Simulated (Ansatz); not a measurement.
Q: Name crystals whose computed values (the program Ansatz at the r²SCAN level (PAW)) fall in these windows: gap (eV) 3.2 to 4.3; electron conductivity mass (mₑ) 0.29 to 0.41; B₀ by P(V) fit (GPa) 82 to 100.

A: 

```
crystal           gap (eV)  electron conductivity mass (mₑ)  B₀ by P(V) fit (GPa)
----------------  --------  -------------------------------  --------------------
BeS, zinc blende      3.59                             0.36                  97.5
```
Others may fit too.

The cell was relaxed under the symmetry of its start.

Potentials: the later of the program's two PAW sets.
